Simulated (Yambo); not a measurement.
Li$_{3}$As (space group P6_3/mmc, No. 194): a test of whether the lowest BSE state is resolved, against the k mesh (Yambo, LDA bands; otherwise 6 valence and 10 conduction bands, static screening with 71 bands and a 3 Ry block, scissor 1.20 eV, Tamm-Dancoff).

| k mesh | direct gap (eV) | lowest state (eV) | difference (eV) | k points taking part | rough cost |
|---|---|---|---|---|---|
| 3×3×2 | 2.97 | 2.70 | 0.27 | 1.0 | about 1/20 |
| 6×6×2 | 2.97 | 2.75 | 0.22 | 1.0 | about 1/4 |
| 6×6×4 | 2.97 | 2.78 | 0.19 | 1.0 | 1 |

The last step moves the difference by 0.04 eV. Even the densest mesh doesn't resolve the state: none of these energies is a result, and the difference is no binding energy.

These are vertical excitations (zero momentum); the indirect quasiparticle gap, about 1.78 eV, is smaller than the direct one (2.97 eV on the GW mesh). The scissor comes from a G0W0 run whose convergence isn't established; costs are rough.

Spin-orbit splittings are left out.

The standard potential for As keeps a d shell in the valence without the s and p states of that shell. In tests on such compounds this moved G0W0 gaps by up to about 0.9 eV, so absolute quasiparticle energies here are unreliable; differences between settings are what counts.

Geometry of the Materials Project entry, not relaxed at this level; primitive cell a = 4.341 Å, b = 4.341 Å, c = 7.746 Å, α = 90.00°, β = 90.00°, γ = 120.00°.
